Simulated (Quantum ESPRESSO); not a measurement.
## Ge3Si12C (input and log of a self-consistent run)

A calculation, not a measurement. The program is pw.x of Quantum ESPRESSO 7.5 (plane-wave density functional theory). The cell is made up: 16 atoms on a doubled zincblende/diamond lattice, with randomly drawn elements, strain and displacements, not relaxed. PseudoDojo standard norm-conserving files (v0.5 for PBE, v0.4.1 for LDA and PBEsol) set the functional; there is no spin polarisation, spin-orbit coupling or dispersion term, and the masses in the input are unused placeholders.

Input:

```
&control calculation='scf', pseudo_dir='./dojo.nc.sr.pbe.v0_5.standard.upf', outdir='./o', disk_io='low', tprnfor=.true., tstress=.true. /
&system ibrav=0, nat=16, ntyp=3, nbnd=57, ecutwfc=82.02448710, nosym=.true., tot_charge=0,
 occupations='smearing', smearing='fd', degauss=0.0073498644
/
&electrons conv_thr=7.350e-09, electron_maxstep=60, /
ATOMIC_SPECIES
C 1.0 C.upf
Ge 1.0 Ge.upf
Si 1.0 Si.upf
CELL_PARAMETERS angstrom
5.6768 0.0 0.0
0.0 5.6768 0.0
0.0 0.0 11.3536
ATOMIC_POSITIONS angstrom
Ge -0.0535 0.0132 0.0199
Si 0.0051 2.7621 2.8085
Si 2.8699 0.0705 2.8498
Si 2.7924 2.8446 -0.0181
C -0.026 0.0113 5.6982
Ge -0.0244 2.7984 8.4827
Si 2.8148 0.0042 8.4768
Si 2.8752 2.8936 5.657
Si 1.3838 1.366 1.4057
Si 1.4421 4.2869 4.2606
Si 4.197 1.5367 4.1704
Si 4.2677 4.318 1.4464
Si 1.504 1.4536 7.0896
Si 1.4041 4.2736 9.9279
Si 4.2158 1.4162 9.9724
Ge 4.2607 4.269 7.1372
K_POINTS automatic
6 6 4 1 1 1
```

The log is shortened where brackets say so; the opening notice, blank lines, dates and the lines on written files are dropped, and the path of the files is cut. It prints rydbergs, bohrs and kilobars, and counts compression as positive stress.

```
     Program PWSCF v.7.5
     Parallel version (MPI & OpenMP), running on       4 processor cores
     Number of MPI processes:                 4
     Threads/MPI process:                     1
     [start-up lines left out]
     bravais-lattice index     =            0
     lattice parameter (alat)  =      10.7276  a.u.
     unit-cell volume          =    2469.0926 (a.u.)^3
     number of atoms/cell      =           16
     number of atomic types    =            3
     number of electrons       =        94.00
     number of Kohn-Sham states=           57
     kinetic-energy cutoff     =      82.0245  Ry
     charge density cutoff     =     328.0979  Ry
     scf convergence threshold =      7.3E-09
     mixing beta               =       0.7000
     number of iterations used =            8  plain     mixing
     Exchange-correlation= PBE
                           (   1   4   3   4   0   0   0)
     [axes and pseudopotential details left out]
   Cartesian axes
     site n.     atom                  positions (alat units)
         1        Ge     tau(   1) = (  -0.0094243   0.0023253   0.0035055  )
         2        Si     tau(   2) = (   0.0008984   0.4865593   0.4947329  )
         3        Si     tau(   3) = (   0.5055489   0.0124190   0.5020082  )
         4        Si     tau(   4) = (   0.4918968   0.5010922  -0.0031884  )
         5        C      tau(   5) = (  -0.0045800   0.0019906   1.0037697  )
         6        Ge     tau(   6) = (  -0.0042982   0.4929538   1.4942749  )
         7        Si     tau(   7) = (   0.4958427   0.0007399   1.4932356  )
         8        Si     tau(   8) = (   0.5064825   0.5097238   0.9965121  )
         9        Si     tau(   9) = (   0.2437641   0.2406285   0.2476219  )
        10        Si     tau(  10) = (   0.2540340   0.7551614   0.7505285  )
        11        Si     tau(  11) = (   0.7393250   0.2706983   0.7346392  )
        12        Si     tau(  12) = (   0.7517792   0.7606398   0.2547914  )
        13        Si     tau(  13) = (   0.2649380   0.2560598   1.2488726  )
        14        Si     tau(  14) = (   0.2473401   0.7528185   1.7488550  )
        15        Si     tau(  15) = (   0.7426367   0.2494715   1.7566939  )
        16        Ge     tau(  16) = (   0.7505461   0.7520082   1.2572576  )
     number of k points=    72  Fermi-Dirac smearing, width (Ry)=  0.0073
                       cart. coord. in units 2pi/alat
        k(    1) = (   0.0833333   0.0833333   0.0625000), wk =   0.0277778
        k(    2) = (   0.0833333   0.0833333   0.1875000), wk =   0.0277778
     [further k points left out]
     Dense  grid:   247959 G-vectors     FFT dimensions: (  64,  64, 125)
     Estimated max dynamical RAM per process >     909.59 MB
     Estimated total dynamical RAM >       3.38 GB
     Initial potential from superposition of free atoms
     starting charge      93.9901, renormalised to      94.0000
     Starting wfcs are   79 randomized atomic wfcs
     total cpu time spent up to now is       18.0 secs
     per-process dynamical memory:   768.5 Mb
     Self-consistent Calculation
     iteration #  1     ecut=    82.02 Ry     beta= 0.70
     Davidson diagonalization with overlap
     ethr =  1.00E-02,  avg # of iterations =  3.1
     Threshold (ethr) on eigenvalues was too large:
     Diagonalizing with lowered threshold
     Davidson diagonalization with overlap
     ethr =  5.45E-04,  avg # of iterations =  2.2
     total cpu time spent up to now is       98.2 secs
     total energy              =    -648.94879551 Ry
     estimated scf accuracy    <       0.54071374 Ry
     iteration #  2     ecut=    82.02 Ry     beta= 0.70
     Davidson diagonalization with overlap
     ethr =  5.75E-04,  avg # of iterations = 10.1
     total cpu time spent up to now is      144.6 secs
     total energy              =    -648.72040881 Ry
     estimated scf accuracy    <       2.20922706 Ry
     iteration #  3     ecut=    82.02 Ry     beta= 0.70
     Davidson diagonalization with overlap
     ethr =  5.75E-04,  avg # of iterations =  7.3
     total cpu time spent up to now is      199.7 secs
     total energy              =    -649.01321734 Ry
     estimated scf accuracy    <       0.41329717 Ry
     iteration #  4     ecut=    82.02 Ry     beta= 0.70
     Davidson diagonalization with overlap
     ethr =  4.40E-04,  avg # of iterations =  3.8
     total cpu time spent up to now is      241.3 secs
     total energy              =    -649.08364257 Ry
     estimated scf accuracy    <       0.19874284 Ry
     iteration #  5     ecut=    82.02 Ry     beta= 0.70
     Davidson diagonalization with overlap
     ethr =  2.11E-04,  avg # of iterations =  2.1
     total cpu time spent up to now is      278.1 secs
     total energy              =    -649.10714402 Ry
     estimated scf accuracy    <       0.00552719 Ry
     [iterations 6 to 7 left out]
     iteration #  8     ecut=    82.02 Ry     beta= 0.70
     Davidson diagonalization with overlap
     ethr =  1.11E-07,  avg # of iterations =  3.4
     total cpu time spent up to now is      414.3 secs
     total energy              =    -649.10945979 Ry
     estimated scf accuracy    <       0.00006678 Ry
     iteration #  9     ecut=    82.02 Ry     beta= 0.70
     Davidson diagonalization with overlap
     ethr =  7.10E-08,  avg # of iterations =  2.1
     total cpu time spent up to now is      447.4 secs
     total energy              =    -649.10947135 Ry
     estimated scf accuracy    <       0.00000329 Ry
     iteration # 10     ecut=    82.02 Ry     beta= 0.70
     Davidson diagonalization with overlap
     ethr =  3.50E-09,  avg # of iterations =  4.1
     total cpu time spent up to now is      484.5 secs
     total energy              =    -649.10947199 Ry
     estimated scf accuracy    <       0.00000053 Ry
     iteration # 11     ecut=    82.02 Ry     beta= 0.70
     Davidson diagonalization with overlap
     ethr =  5.62E-10,  avg # of iterations =  2.7
     total cpu time spent up to now is      519.2 secs
     total energy              =    -649.10947206 Ry
     estimated scf accuracy    <       0.00000007 Ry
     iteration # 12     ecut=    82.02 Ry     beta= 0.70
     Davidson diagonalization with overlap
     ethr =  7.68E-11,  avg # of iterations =  4.2
     total cpu time spent up to now is      558.3 secs
     End of self-consistent calculation
          k = 0.0833 0.0833 0.0625 ( 31014 PWs)   bands (ev):
   -19.0406 -18.9652 -18.9632 -18.9448 -18.9385 -18.9046 -18.9007 -18.8940
   -18.8804 -18.8785 -18.8279 -18.8272 -18.8125 -18.8117 -18.7735  -5.9633
    -5.2432  -4.7264  -3.1833  -2.9540  -2.8484  -2.6951  -2.4898  -1.9909
    -1.8773  -1.7171  -1.6429  -1.3665   0.8970   1.7188   1.8446   1.9409
     2.3939   2.4920   2.6415   2.6920   2.8208   2.8518   2.9735   3.0516
     3.4313   3.5828   4.0172   4.0385   4.5819   5.1718   5.2937   5.7676
     6.3443   6.5441   6.6684   6.8412   6.8823   7.0566   7.0908   7.2167
     7.8971
     [levels at the other k points left out]
     the Fermi energy is     5.5308 ev
!    total energy              =    -649.10947208 Ry
     estimated scf accuracy    <          4.6E-09 Ry
     smearing contrib. (-TS)   =      -0.00152732 Ry
     internal energy E=F+TS    =    -649.10794476 Ry
     The total energy is F=E-TS. E is the sum of the following terms:
     one-electron contribution =    -430.16528813 Ry
     hartree contribution      =     260.02132165 Ry
     xc contribution           =    -170.84552141 Ry
     ewald contribution        =    -308.11845687 Ry
     convergence has been achieved in  12 iterations
     Forces acting on atoms (cartesian axes, Ry/au):
     atom    1 type  2   force =     0.01357949   -0.00858624   -0.01595038
     atom    2 type  3   force =     0.01115161    0.04407601    0.00158011
     atom    3 type  3   force =    -0.01860471   -0.01925609   -0.00326024
     atom    4 type  3   force =     0.00538075    0.00980087    0.01685250
     atom    5 type  1   force =     0.02013030    0.00262747   -0.00912683
     atom    6 type  2   force =     0.02376418   -0.00586607    0.02540492
     atom    7 type  3   force =    -0.00198758    0.00970792    0.03065071
     atom    8 type  3   force =    -0.01605403   -0.00417118   -0.00495506
     atom    9 type  3   force =     0.02311367    0.02398589    0.00502633
     atom   10 type  3   force =    -0.04676390    0.02869761    0.02759848
     atom   11 type  3   force =     0.03853847   -0.04672288    0.05552282
     atom   12 type  3   force =    -0.02054089   -0.04005888    0.00805942
     atom   13 type  3   force =    -0.04818624   -0.03940070   -0.04844005
     atom   14 type  3   force =     0.00319458   -0.00478143   -0.00801186
     atom   15 type  3   force =    -0.01699052    0.00350491   -0.01949901
     atom   16 type  2   force =     0.03027481    0.04644278   -0.06145187
     Total force =     0.185458     Total SCF correction =     0.000243
     Computing stress (Cartesian axis) and pressure
          total   stress  (Ry/bohr**3)                   (kbar)     P=      -78.65
  -0.00053376  -0.00002800   0.00000871          -78.52       -4.12        1.28
  -0.00002800  -0.00053674  -0.00001256           -4.12      -78.96       -1.85
   0.00000871  -0.00001256  -0.00053349            1.28       -1.85      -78.48
     init_run     :     17.50s CPU     17.96s WALL (       1 calls)
     electrons    :    536.30s CPU    540.39s WALL (       1 calls)
     forces       :      6.91s CPU      6.94s WALL (       1 calls)
     stress       :     22.55s CPU     23.21s WALL (       1 calls)
     [timing details left out]
     PWSCF        :   9m43.40s CPU   9m48.79s WALL
     JOB DONE.
```

In other units: free energy -8831.584 eV for the cell, pressure -7.87 GPa, largest force component 1.580 eV/Å. A rerun of a related cell, with the same atoms placed differently, at a cutoff of 1347 eV and k mesh 8 x 8 x 6 moved values by no more than 0.003 eV in energy, 0.02 GPa in stress and 0.002 eV/Å in force.